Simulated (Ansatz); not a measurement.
Ta2N:
```yaml
crystal:
  lattice:
    - [3.07495, 0.00000, 0.00000]
    - [-1.53747, 2.66298, 0.00000]
    - [0.00000, 0.00000, 4.89145]
  atoms:
    - { symbol: N, position: [0.00000, 0.00000, 0.00000] }
    - { symbol: Ta, position: [0.33333, 0.66667, 0.25650] }
    - { symbol: Ta, position: [0.66667, 0.33333, 0.74350] }
```

Relaxed with r²SCAN. Special points in fractions of this cell's reciprocal vectors: Γ (0.000, 0.000, 0.000); M (0.500, 0.000, 0.000); K (0.333, 0.333, 0.000); A (0.000, 0.000, 0.500); L (0.500, 0.000, 0.500); H (0.333, 0.333, 0.500).

Q: List the band energies nearest the Fermi level at these points for r²SCAN (plane waves, PAW; program Ansatz).

A: In eV from the Fermi level; about four levels below and three above (degenerate sets whole), none deeper than 8.9 eV; points with the same levels are listed once.

| k | below | above |
|---|---|---|
| Γ | -5.44 -0.80 -0.21 -0.21 | 0.11 0.51 0.51 |
| M | -6.72 -4.84 -2.92 -1.55 | 1.61 2.14 4.11 |
| K | -6.67 -3.61 -2.95 -2.95 | 1.42 1.42 2.99 |
| A | -3.26 -3.01 -1.05 -1.05 | 1.76 2.32 2.50 2.50 |
| L | -3.50 -2.46 -2.28 -0.55 | 0.76 3.70 3.92 |
| H | -6.83 -2.80 -2.18 -2.18 | 0.77 0.95 0.95 |

Space group P-3m1 (anti-CdI2 type). The r²SCAN relaxation kept the symmetry of its start. The run is not spin-polarised. The volume moved by 19 % from the start of the relaxation. With an odd number of electrons in the cell and no spin polarisation, the count alone makes it a metal. Spin–orbit coupling is left out wherever it is not named.

Potentials: the later of the program's two PAW sets.
